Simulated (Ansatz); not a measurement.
TiSi$_{2}$:
```cif
data_Si16Ti8
_chemical_formula_sum 'Ti8 Si16'
_space_group_name_H-M_alt 'Fddd :1'
_space_group_IT_number 70
_space_group_name_Hall 'F 2 2 -1d'
_cell_length_a 4.75611
_cell_length_b 8.17682
_cell_length_c 8.50772
_cell_angle_alpha 90.000
_cell_angle_beta 90.000
_cell_angle_gamma 90.000
loop_
_atom_site_label
_atom_site_type_symbol
_atom_site_symmetry_multiplicity
_atom_site_Wyckoff_symbol
_atom_site_fract_x
_atom_site_fract_y
_atom_site_fract_z
_atom_site_occupancy
Ti1 Ti 8 b 0.50000 0.50000 0.50000 1
Si1 Si 16 f 0.00000 0.16334 0.00000 1
```
(The calculation used a cell of 6 atoms; values per cell refer to that cell.)

Relaxed with PBEsol.

**Question.** Which orbitals make up the states near the Fermi level in plane-wave PAW PBEsol (Ansatz code)?

**Answer.** Within 0.5 eV of the Fermi level: Ti 3d 68 %, Si 3p 24 %. Projections are on Löwdin-orthogonalised atomic valence shells; empty p or d shells of many metals are not among them.

**Question.** Tabulate the density of states.

**Answer.** States/eV per cell of 6 atoms, in 0.25 eV bins, energy from the Fermi level.

```tsv
E (eV)	total	Ti 3d	Si 3p	Si 3s
-7.85	1.76	0.21	0.63	0.84
-7.60	1.31	0.16	0.48	0.61
-7.35	1.14	0.14	0.44	0.52
-7.10	1.08	0.13	0.42	0.48
-6.85	1.09	0.13	0.43	0.48
-6.60	1.16	0.13	0.45	0.51
-6.35	1.48	0.19	0.51	0.69
-6.10	1.51	0.19	0.54	0.68
-5.85	1.66	0.20	0.63	0.73
-5.60	1.10	0.15	0.46	0.40
-5.35	1.25	0.16	0.72	0.29
-5.10	1.60	0.18	1.07	0.23
-4.85	2.13	0.26	1.48	0.26
-4.60	2.06	0.30	1.31	0.32
-4.35	1.89	0.28	1.18	0.29
-4.10	1.93	0.30	1.20	0.27
-3.85	2.22	0.37	1.36	0.34
-3.60	2.33	0.39	1.45	0.34
-3.35	2.33	0.42	1.44	0.31
-3.10	2.35	0.49	1.42	0.29
-2.85	2.85	0.66	1.70	0.31
-2.60	3.06	0.74	1.85	0.30
-2.35	3.34	0.87	2.04	0.27
-2.10	4.41	1.35	2.57	0.28
-1.85	3.64	1.32	1.94	0.21
-1.60	4.29	1.73	2.17	0.18
-1.35	5.05	2.37	2.26	0.18
-1.10	5.79	3.25	2.11	0.15
-0.85	4.12	2.49	1.31	0.12
-0.60	3.24	2.03	0.95	0.11
-0.35	2.71	1.79	0.72	0.08
-0.10	2.46	1.70	0.57	0.06
0.15	1.81	1.27	0.41	0.05
0.40	1.31	0.90	0.30	0.04
0.65	1.86	1.32	0.39	0.04
0.90	3.01	2.18	0.59	0.07
1.15	3.25	2.32	0.59	0.15
1.40	3.60	2.73	0.47	0.16
1.65	1.73	1.19	0.29	0.14
1.90	1.83	0.99	0.55	0.19
2.15	2.75	1.55	0.82	0.23
2.40	3.96	2.46	0.98	0.30
2.65	6.69	4.25	1.27	0.64
2.90	7.54	5.13	1.15	0.77
3.15	6.26	4.10	0.89	0.79
3.40	3.65	1.97	0.65	0.50
3.65	4.95	2.30	1.07	0.70
3.90	4.44	1.89	1.11	0.54
4.15	5.90	2.52	1.69	0.59
4.40	5.71	2.11	1.89	0.58
```

Symmetry was held in the PBEsol relaxation; of distortions, only those at the zone centre were tested. No spin polarisation was allowed.

Potentials: the earlier of the program's two PAW sets.
